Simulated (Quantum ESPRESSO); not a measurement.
Band energies of PtSe$_{2}$ monolayer

```
CELL_PARAMETERS angstrom
      3.70266     0.00000     0.00000
     -1.85133     3.20660     0.00000
      0.00000     0.00000    15.60000
ATOMIC_POSITIONS crystal
  Se 0.33333 0.66667 0.08281
  Se 0.66667 0.33333 0.91719
  Pt 0.00000 0.00000 0.00000
```

norm-conserving PBE (Quantum ESPRESSO, 86 Ry, scalar-relativistic); path ΓMKΓ; energies in eV from the valence-band maximum.

```csv
k (1/Å),point,band 21,band 22,band 23,band 24,band 25,band 26,band 27,band 28
0.00,Γ,-2.93,-1.21,-0.60,0.00,0.00,3.09,3.09,4.78
0.11,,-2.95,-1.33,-0.54,-0.02,0.00,2.84,3.04,4.91
0.22,,-3.02,-1.63,-0.38,-0.07,-0.01,2.28,2.90,5.27
0.44,,-3.15,-2.17,-0.40,-0.24,-0.14,1.43,2.68,5.85
0.54,,-3.14,-2.28,-0.82,-0.52,-0.29,1.55,2.67,5.40
0.65,,-3.04,-2.31,-1.37,-0.88,-0.55,1.87,2.71,5.06
0.87,,-2.56,-2.23,-2.10,-1.65,-1.21,2.43,2.82,4.81
0.98,M,-2.37,-2.33,-1.98,-1.89,-1.41,2.51,2.83,4.80
1.09,,-2.58,-2.37,-2.31,-1.43,-1.36,2.48,2.63,4.95
1.32,,-3.51,-2.46,-2.31,-1.17,-0.90,1.88,2.26,5.84
1.43,,-3.51,-2.55,-2.28,-1.09,-0.87,1.77,2.07,6.17
1.55,K,-3.49,-2.59,-2.28,-0.97,-0.97,1.87,1.87,6.25
1.64,,-3.50,-2.55,-2.25,-1.14,-0.81,1.74,2.05,6.23
1.73,,-3.55,-2.42,-2.14,-1.32,-0.62,1.64,2.22,6.21
1.83,,-3.64,-2.29,-1.93,-1.42,-0.42,1.60,2.31,6.21
2.02,,-3.76,-2.28,-1.26,-1.02,-0.10,1.68,2.13,6.32
2.11,,-3.65,-2.29,-0.87,-0.70,-0.02,1.83,1.92,6.44
2.21,,-3.51,-2.22,-0.48,-0.43,-0.01,1.75,2.07,6.38
2.39,,-3.16,-1.84,-0.25,-0.13,-0.05,2.04,2.66,5.54
2.49,,-3.02,-1.54,-0.43,-0.06,0.00,2.47,2.90,5.16
2.68,Γ,-2.93,-1.21,-0.60,0.00,0.00,3.09,3.09,4.78
```

The PBE gap is indirect, 1.43 eV, from 11 % of the way from Γ to M to 44 % of the way from Γ to M; the smallest direct gap is 1.57 eV. Another valence extremum on the path lies within 0.02 eV, too close to call. The valence-band maximum lies 5.71 eV below the vacuum level.

Spin-orbit coupling is left out, which matters for elements this heavy: edges can move by tenths of an eV.

Geometry relaxed with PBEsol.
